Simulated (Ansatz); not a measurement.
## Phases of Li at 5.6 GPa

Structure types of Li are relaxed in primitive cells with their symmetry kept at 5.6 GPa, on PAW files; LAPW relaxes the small cells further and takes the PAW cell for the others (marked *). The enthalpy is E + pV at zero temperature, without zero-point motion. Only the types listed were tried, and differences under about 5 meV/atom are mesh noise. The real phase may be another.

Computed with Ansatz 0.2.0; functional LDA, scalar-relativistic. Settings: Fermi–Dirac smearing of 0.08 eV, no spin polarisation. Methods: LAPW: all electrons, basis error target 0.5 meV/atom; PAW: frozen-core files, cutoff 420 eV.

k meshes: fcc 17×17×17, bcc 17×17×17, hcp 16×16×9, A7 13×13×13, hP4 10×10×6, omega 8×8×12.

The PAW files were made under PBE.

Q: Which type is lowest in enthalpy, and by how much?

A: hcp, 0 meV/atom below dhcp, which is within the noise of the k meshes. The whole table:

```json
{"start type": "fcc", "ends as": "fcc, Fm-3m", "a, b, c (Å)": "3.898, 3.898, 3.898", "V (Å³/atom)": "14.81", "H − H(lowest), LAPW (meV/atom)": "2.6", "same, PAW": "2.6"}
{"start type": "bcc", "ends as": "bcc, Im-3m", "a, b, c (Å)": "3.098, 3.098, 3.098", "V (Å³/atom)": "14.87", "H − H(lowest), LAPW (meV/atom)": "6.4", "same, PAW": "6.4"}
{"start type": "hcp", "ends as": "hcp, P6_3/mmc", "a, b, c (Å)": "2.752, 2.752, 4.521", "V (Å³/atom)": "14.82", "H − H(lowest), LAPW (meV/atom)": "0.0", "same, PAW": "0.0"}
{"start type": "A7", "ends as": "R-3m, R-3m", "a, b, c (Å)": "2.744, 2.744, 6.815", "V (Å³/atom)": "14.81", "H − H(lowest), LAPW (meV/atom)": "2.2", "same, PAW": "2.2"}
{"start type": "hP4*", "ends as": "dhcp, P6_3/mmc", "a, b, c (Å)": "2.784, 2.784, 8.826", "V (Å³/atom)": "14.81", "H − H(lowest), LAPW (meV/atom)": "0.2", "same, PAW": "0.2"}
{"start type": "omega", "ends as": "omega, P6/mmm", "a, b, c (Å)": "4.451, 4.451, 2.593", "V (Å³/atom)": "14.83", "H − H(lowest), LAPW (meV/atom)": "16.3", "same, PAW": "16.3"}
```
